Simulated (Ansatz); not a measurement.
Input:

NbC:
```xyz
2
Lattice="0.0000 2.2425 2.2425 2.2425 0.0000 2.2425 2.2425 2.2425 0.0000" Properties=species:S:1:pos:R:3 pbc="T T T"
Nb     0.0000     0.0000     0.0000
C      2.2425     2.2425     2.2425
```

This is the PBE-relaxed structure.

### Question
All from PBE (plane waves, PAW; program Ansatz), unless another level is named. Estimate the electronic character.

### Answer
metallic (no gap).

### Question
Predict the formation energy from the elements (no fitted shifts).

### Answer
-0.54 eV/atom.

### Question
What about the density of states at the Fermi level?

### Answer
0.37 states/eV per atom (mean over ±0.08 eV).

Space group Fm-3m (rock salt). Symmetry was held in the PBE relaxation. The run is not spin-polarised. The references are the lowest solids computed at this level, not always the standard phases. Scalar-relativistic: spin–orbit coupling is off unless named, which matters more the heavier the elements.

Potentials: the later of the program's two PAW sets.
